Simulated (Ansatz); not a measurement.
GaSe (beta-GaS type, space group P6_3/mmc)

```
CELL_PARAMETERS angstrom
      3.76901     0.00000     0.00000
     -1.88451     3.26406     0.00000
      0.00000     0.00000    15.95971
ATOMIC_POSITIONS crystal
  Ga 0.33333 0.66667 0.17345
  Ga 0.66667 0.33333 0.67345
  Ga 0.66667 0.33333 0.82655
  Ga 0.33333 0.66667 0.32655
  Se 0.33333 0.66667 0.59959
  Se 0.66667 0.33333 0.09959
  Se 0.66667 0.33333 0.40041
  Se 0.33333 0.66667 0.90041
```

The slice is a (0001) plane (indices of the conventional cell) through the point (0.667, 0.333, 0.827) (fractional), spanned by u = [110] and v = [1 -1 0] in vectors of this cell: u (3.77 Å) and v (6.53 Å, at 90° to u). It covers one period; positions are fractions (u, v).

All values below come from PBE-D3(BJ) (plane waves to 420 eV, PAW, scalar-relativistic; Ansatz, a first-principles code). k mesh 10×10×2. These are valence fields of a PAW run, semicore shells included where kept as valence: close to a nucleus they are smooth pseudo fields. GaSe was relaxed with its symmetry unable to fall.

Three fields on this plane, each scaled to ten steps between its own extremes (0 low, 9 high; the total valence density on a logarithmic scale, the potential cut 8 eV below its top; x marks points blanked near nuclei; v = 0 in the bottom row):

Map A
```
|xxxxx865444568xxxx|
|xxxxx754333457xxxx|
|xxxx86432123468xxx|
|xxx9753210123579xx|
|998764210001246789|
|988754210001245788|
|887754321112345778|
|888765432223456788|
|988766544444566788|
|998876666666667889|
|998887788888778889|
|9988889xxxxx988889|
|888899xxxxxxx99888|
|77889xxxxxxxxx9887|
|67789xxxxxxxxx9877|
|55679xxxxxxxxx9765|
|44568xxxxxxxxx8654|
|33457xxxxxxxxx7543|
|123468xxxxxxx86432|
|0123579xxxxx975321|
|001246789998764210|
|001245788988754210|
|112345778887754321|
|223456788888765432|
|444566788988766544|
|666667889998876666|
|888778889998887788|
|xxx9888899988889xx|
|xxxx99888888899xxx|
|xxxxx988777889xxxx|
|xxxxx987767789xxxx|
|xxxxx976555679xxxx|
```

Map B
```
|xxxxx853222358xxxx|
|xxxxx864333468xxxx|
|xxxx97644344679xxx|
|xxx8765444445678xx|
|444454444444445444|
|111223334443332211|
|000012334443321000|
|000001234443210000|
|110001245654210001|
|221001357775310012|
|321001479997410012|
|2100025xxxxx520001|
|100014xxxxxxx41000|
|00002xxxxxxxxx2000|
|00024xxxxxxxxx4200|
|11246xxxxxxxxx6421|
|22358xxxxxxxxx8532|
|33468xxxxxxxxx8643|
|344679xxxxxxx97644|
|4445678xxxxx876544|
|444445444444454444|
|443332211111223334|
|443321000000012334|
|443210000000001234|
|654210001110001245|
|775310012221001357|
|997410012321001479|
|xxx5200012100025xx|
|xxxx41000100014xxx|
|xxxxx200000002xxxx|
|xxxxx420000024xxxx|
|xxxxx642111246xxxx|
```

Map C
```
|xxxxx100000001xxxx|
|xxxxx100000001xxxx|
|xxxx10000000001xxx|
|xxx1000000000001xx|
|221100000000000112|
|222100000000000122|
|433210000000001233|
|654311000000011345|
|875421000000012457|
|987421100000112478|
|997531111111113579|
|8864321xxxxx123468|
|665322xxxxxxx22356|
|44322xxxxxxxxx2234|
|22211xxxxxxxxx1122|
|11111xxxxxxxxx1111|
|00001xxxxxxxxx1000|
|00001xxxxxxxxx1000|
|000001xxxxxxx10000|
|0000001xxxxx100000|
|000000112221100000|
|000000122222100000|
|000001233433210000|
|000011345654311000|
|000012457875421000|
|000112478987421100|
|111113579997531111|
|xxx1234688864321xx|
|xxxx22356665322xxx|
|xxxxx223444322xxxx|
|xxxxx112222211xxxx|
|xxxxx111111111xxxx|
```

Q: Assign the maps to these fields: density of the lowest conduction band (whole band as if filled, smooth part); density of the highest valence band (whole band, smooth part); valence electron density.

A: A is the valence electron density; B is the density of the lowest conduction band (whole band as if filled, smooth part); C is the density of the highest valence band (whole band, smooth part).
